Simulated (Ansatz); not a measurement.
Consider the following.

Relaxed CaO (rock salt):

```xyz
4
Lattice="0.0000 4.8307 4.8307 2.4153 2.4153 4.8307 2.4153 2.4153 0.0000" Properties=species:S:1:pos:R:3 pbc="T T T"
O      0.0000     0.0000     0.0000
O      2.4153     4.8307     7.2460
Ca     2.4153     7.2460     7.2460
Ca     2.4153     4.8307     4.8307
```

A phonon eigenvector at X = (0.5, 0.5, 0.0) is frozen into this cell: atom i moves by Q times the vector below, so Q is the largest atomic displacement, in Å. The cell is held. (q is in reciprocal vectors of the primitive cell; the cell shown is doubled to hold the pattern.)

| atom | x | y | z |
|---|---|---|---|
| O1 | 0.000 | 0.000 | 1.000 |
| O2 | 0.000 | 0.000 | -1.000 |
| Ca3 | 0.000 | 0.000 | 0.236 |
| Ca4 | 0.000 | 0.000 | -0.236 |

These are PBE (plane waves to 420 eV, PAW, scalar-relativistic; Ansatz, a quantum-chemistry and plane-wave program) values and carry that method's errors. k mesh 12×12×12 (Γ-centred), Fermi-Dirac smearing 0.05 eV. Energies are smeared free energies. CaO was relaxed with its symmetry unable to fall. The zero of ΔE is the undisplaced structure.

The scan covers Q from -0.180 to 0.180 Å in 13 points.

### Question
Which space group does the distorted structure have?

### Answer
P4/nmm (No. 129), lowered from Fm-3m.

### Question
Is this a single well or a double well?

### Answer
A single well with its minimum at or next to zero displacement.

### Question
What is the energy change at Q = 0.180 Å?

### Answer
320 meV/cell.

### Question
What harmonic wavenumber does the curvature at Q = 0 give?

### Answer
383 cm⁻¹.

(For displaced atoms, the force is minus the slope of the energy, and its curvature is a force constant, which sets phonon frequencies.)
